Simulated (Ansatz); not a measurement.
**Stationary points along a deformation path in Ni**

All numbers below come from DFT PBEsol, scalar-relativistic, plane waves, PAW in Ansatz. Cutoff 420 eV, Γ-centred 34×34×34 k-points, Gaussian smearing of 0.15 eV. Collinear spins, started from moments 0.6 μB in atom order; the magnetic state may not be the lowest. Energies are free energies at this smearing, counted from the undisturbed cell; pressure is positive in compression.

The starting cell (relaxed at this level; with this scan's settings it stands at 0.2 GPa; this bcc form isn't the usual structure):

```
CELL_PARAMETERS angstrom
-1.37754 1.37754 1.37754
1.37754 -1.37754 1.37754
1.37754 1.37754 -1.37754
ATOMIC_POSITIONS crystal
Ni 0.00000 0.00000 0.00000
```

At fixed volume and fractional coordinates, lengths along (0.000, 0.000, 1.000) are scaled against those across it; ρ is that ratio over its starting value. V = 10.456 Å³/atom. Δσ is the stress along the axis less the mean stress across it (compression positive).

| ρ | ΔE (meV/atom) | Δσ (GPa) | space group |
| --- | --- | --- | --- |
| 0.707 | 207.6 | 62.60 | I4/mmm |
| 0.780 | 28.3 | 23.74 | I4/mmm |
| 0.850 | -17.0 | 2.62 | I4/mmm |
| 1.000 | 0.0 | 0.00 | Im-3m |
| 1.200 | -54.0 | 10.93 | I4/mmm |
| 1.414 | -106.5 | 0.02 | Fm-3m |

How does the stress give the slope of the energy, and where is the energy stationary?

Along the path d ln(length) is 2/3 d ln ρ on the axis and −1/3 d ln ρ across it, so dE/d ln ρ = −(2/3) V Δσ: the energy falls with ρ where Δσ is positive. Δσ vanishes or changes sign between ρ = 0.850 and 1.000, at least one minimum (the energy rises over this step, yet the slope at ρ = 0.850 points the other way); at ρ = 1.000 (Im-3m), a stationary point at 0.0 meV/atom; at ρ = 1.414 (Fm-3m, an end of the scan), at -106.5 meV/atom. Pairs of stationary points between two samples would go unseen, and could change a minimum read from distant neighbours into a maximum. At ρ = 1.000, 1.414 the cell is cubic, where symmetry alone makes the stress isotropic and the slope zero.

Is the start the lowest point of the path?

No: ρ = 1.414 lies 106.5 meV/atom lower, with no sampled rise above the start on the way. Volume and inner coordinates are held, so a relaxed structure there would lie lower still.

In a metal these slopes depend on the k mesh and the smearing.

Cost: 6 runs of about 8.2 core-minutes in all, on Oxide Virtual Turin-like Processor (Zen 5) (shared hosts).